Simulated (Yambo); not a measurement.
G0W0@LDA for ZnS (space group P6_3mc, No. 186) in Yambo. Reference settings: 3×3×1 Γ-centred k mesh, bands 25 to 374 and a 7 Ry block in the screening, 374 bands in G with the Bruneval-Gonze terminator, plasmon pole fitted at 27.2 eV. The LDA gap Γ → Γ on this mesh is 1.92 eV; G0W0 gaps are taken between the same points.

With and without the terminator, as bands are cut:

| bands in G (in W) | gap, terminator (eV) | gap, none (eV) | valence shift, terminator (eV) | valence shift, none (eV) |
|---|---|---|---|---|
| 166 (374) | 3.510 | 3.429 | -0.761 | -0.282 |
| 254 (374) | 3.489 | 3.425 | -0.815 | -0.559 |
| 374 (374) | 3.481 | 3.432 | -0.828 | -0.685 |

Over this range the gap spans 0.029 eV with the terminator and 0.007 eV without, the valence shift 0.067 eV and 0.403 eV. Neither column has reached its limit for certain.

Geometry of the Materials Project entry, not relaxed at this level; primitive cell a = b = 3.8080 Å, c = 18.6787 Å, α = β = 90.00°, γ = 120.00°.

A shift is the quasiparticle energy of the state minus its LDA energy.
